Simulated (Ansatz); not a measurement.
A geometry of SnO$_{2}$ away from equilibrium: the start of the relaxation of a generated trial cell of SnO2 in the SiS2 structure type. The numbers are results of PBE (plane waves to 420 eV, PAW, scalar-relativistic; Ansatz, a quantum-chemistry and plane-wave program), not measurements. Γ-centred k-mesh 6×6×6 on the run's cell (coarser than for final values), Fermi–Dirac smearing 0.05 eV.

```xyz
6
Lattice="-2.5827 4.4086 2.5519 2.5827 -4.4086 2.5519 2.5827 4.4086 -2.5519" Properties=species:S:1:pos:R:3 pbc="T T T"
O      1.5042     3.3664     2.5519
O      1.0785    -1.0422     2.5519
O      1.5042     5.4508     0.0000
O      1.0785     1.0422     0.0000
Sn     0.0000     0.0000     3.8278
Sn     0.0000     0.0000     1.2759
```

Problem. Give the Cartesian forces on all atoms (eV/Å).

Solution. 
```tsv
atom	Fx	Fy	Fz
O1	-0.10	-0.11	0.00
O2	0.10	-0.11	0.00
O3	-0.10	0.11	0.00
O4	0.10	0.11	0.00
Sn5	0.00	0.00	0.00
Sn6	0.00	0.00	0.00
```

Problem. What is the pressure?

Solution. +13.2 GPa, compression positive.

Problem. How far above the relaxed end point is this geometry?

Solution. 0.40 eV/atom; the path ends in I4/mcm (No. 140).

No spin polarisation in the result. Without a van der Waals term the distances between weakly bound units are poorly fixed.

The run could not lose the symmetry of its start, so the end can be a saddle point.

The end of the path is a generated cell of SnO2: the first start was made by placing the elements on the sites of a structure type, and the end was not matched to a known phase here, so it may be hypothetical. Known forms of SnO2 include space group No. 136.
